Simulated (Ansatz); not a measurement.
**Relaxing a structure of Co**

The start is a generated trial cell of Co in the dhcp structure type. A full variable-cell relaxation at zero pressure is run with r2SCAN (plane waves to 500 eV, PAW, scalar-relativistic; Ansatz, an electronic-structure program). The first steps use a coarse 15×15×4 k-mesh.

Starting cell:
```yaml
crystal:
  lattice:
    - [2.51687, 0.00000, 0.00000]
    - [-1.25844, 2.17967, 0.00000]
    - [0.00000, 0.00000, 8.09805]
  atoms:
    - { symbol: Co, position: [0.00000, 0.00000, 0.00000] }
    - { symbol: Co, position: [0.00000, 0.00000, 0.50000] }
    - { symbol: Co, position: [0.33333, 0.66667, 0.25000] }
    - { symbol: Co, position: [0.66667, 0.33333, 0.75000] }
```
Spin-polarised start, with parallel moments on Co.

How large is the pressure on the unrelaxed cell, and of which sign?

-7.3 GPa (negative: the cell is under tension).

By how much does the energy per atom fall from start to end?

0.01 eV/atom.

How do the shortest distances between atoms change?

The closest pairs of elements (up to four, under 3.6 Å), start → end: Co–Co 2.49 → 2.47 Å.

Is the relaxed structure metallic? Give its gap.

Zero (metallic).

What magnetic moments remain?

Net 1.78 μB/atom, ferromagnetic.

What does it relax into? Give the structure.


Space group P6₃/mmc (No. 194); a = 2.4718 Å, b = 2.4718 Å, c = 8.0758 Å, α = 90.00°, β = 90.00°, γ = 120.00°

```csv
atom,site,symmetry,x,y,z
Co,2a,-3m.,0.0000,0.0000,0.0000
Co,2c,-6m2,0.3333,0.6667,0.2500
```

The space group stays P6₃/mmc (No. 194) (the run could not lower it); the end is AFLOW prototype A_hP4_194_ac (A3', as in La), with 4 atoms in the primitive magnetic cell. Final values are on a 21×21×6 k-mesh of the relaxed cell. Spin state reached: ferromagnetic (net 1.78 μB/atom), from parallel starting moments; other spin orders were not run from this start. r2SCAN tends to overstate moments in metals.

The run could not lose the symmetry of its start, so the end can be a saddle point.

All atoms sit on sites fixed by symmetry, so only the cell could relax.

The relaxed structure here is a generated cell of Co: the first start was made by placing the elements on the sites of a structure type, and the end was not matched to a known phase here, so it may be hypothetical. A known form of Co has the same space group; whether the sites agree was not checked.
